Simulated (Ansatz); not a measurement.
## TiRh: electron density at the nuclei under pressure

```yaml
crystal:
  lattice:
    - [2.98800, 0.00000, 0.00000]
    - [0.00000, 2.98800, 0.00000]
    - [0.00000, 0.00000, 3.35000]
  atoms:
    - { symbol: Ti, position: [0.50000, 0.50000, 0.50000] }
    - { symbol: Rh, position: [0.00000, 0.00000, 0.00000] }
```

Atom numbers follow the list: Ti1, Rh2.

The conventional cell has a = 2.988 Å, b = 2.988 Å, c = 3.350 Å, α = 90.00°, β = 90.00°, γ = 90.00°. Ti (atom 1) is surrounded by 8 Rh at 2.70 Å and 4 Ti at 2.99 Å. Rh (atom 2) is surrounded by 8 Ti at 2.70 Å and 4 Rh at 2.99 Å.

The cell comes from COD entry 1523124, which wasn't checked; take it as a given geometry.

Spin polarisation is left out, and whether a magnetic state lies lower isn't shown here.

The calculation used Ansatz 0.2.0, DFT, PBEsol, all-electron PAW with datasets made for the crystal, scalar-relativistic.

Settings: a Γ-centred 11×11×10 k mesh, Fermi–Dirac smearing of 0.05 eV, cutoff 300 eV (chosen by the program for this cell), no spin polarisation.

The contact density is the mean electron density over the nuclear volume; its changes follow the s electrons' response to bonding and compression. Changes below are taken from the unscaled cell, where it is 56691.8 e/Å³ at Ti1, 788715 e/Å³ at Rh2.

Volumes at which the program chose other datasets or cutoffs are left out.

```
V/V(cell)  P (GPa)  Δρ(0) Ti1 (e/Å³)  Δρ(0) Rh2 (e/Å³)
   0.9600      1.3                 ?              4.03
   0.9800     -2.9                 ?                 ?
   0.9900     -4.9              0.14              0.98
   1.0000     -6.7              0.00              0.00
```

Question: Fill in "Δρ(0) Rh2 (e/Å³)" for the row "0.9800".

Answer: 1.97.

Question: Fill in "Δρ(0) Ti1 (e/Å³)" for the row "0.9600".

Answer: 0.55.

Question: What belongs in the row "0.9800", column "Δρ(0) Ti1 (e/Å³)"?

Answer: 0.27.

The datasets are made afresh for each cell, so very small changes are uncertain.
